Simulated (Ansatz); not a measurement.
A relaxed structure of CeO2. These are r2SCAN (plane waves to 500 eV, PAW, scalar-relativistic; Ansatz, a first-principles code) values and carry that method's errors.

```cif
data_CeO2
_chemical_formula_sum 'Ce1 O2'
_space_group_name_H-M_alt 'P 1'
_space_group_IT_number 1
_cell_length_a 3.84480
_cell_length_b 3.84480
_cell_length_c 3.84480
_cell_angle_alpha 60.000
_cell_angle_beta 60.000
_cell_angle_gamma 60.000
loop_
_space_group_symop_operation_xyz
  'x, y, z'
loop_
_atom_site_label
_atom_site_type_symbol
_atom_site_fract_x
_atom_site_fract_y
_atom_site_fract_z
_atom_site_occupancy
Ce1 Ce 0.00000 0.00000 0.00000 1
O1 O 0.25000 0.25000 0.25000 1
O2 O 0.75000 0.75000 0.75000 1
```

Determine the symmetry and give the standard cell with its independent sites.

Space group Fm-3m (No. 225); a = b = c = 5.437 Å, α = β = γ = 90.00°

| atom | site | symmetry | x | y | z |
|---|---|---|---|---|---|
| Ce | 4a | m-3m | 0.0000 | 0.0000 | 0.0000 |
| O | 8c | -43m | 0.2500 | 0.2500 | 0.2500 |

This is the fluorite type.

Give the shortest distances between elements (the closest pairs, up to four, under 3.6 Å).

Ce–O 2.35 Å; O–O 2.72 Å.

| Quantity | Result |
|---|---|
| Volume per atom | 13.40 Å³ |
| Band gap | 2.20 eV, indirect (valence top at k = (0, 0.2727, -0.2727), conduction bottom at L) (no spin-orbit coupling) |
| Smallest direct gap | 2.30 eV at 25 % of the way from K to Γ |
| Magnetic moment | zero (the starting moments vanished) |

No spin polarisation in the result: the starting moments vanished. The d or f electrons are treated with no Hubbard U. The 4f state was not searched, so a lower electronic state may exist.

Measured for CeO2: a 5.391 Å (0 K or low temperature; as listed in Stimac, Jared C., Goldman, Nir, arXiv (2024)); gap 3 eV (as listed in Fabien Tran et al., Journal of Applied Physics (2019)). Computed minus measured — a: r2SCAN +0.9 %; gap: r2SCAN -0.80 eV. The computed values are for a static lattice, and a measured gap can be an optical one, lowered by exciton binding.

The run could not lose the symmetry of its start; a randomly shaken copy of 3 atoms returns to this structure.

All atoms sit on sites fixed by symmetry, so only the cell could relax.
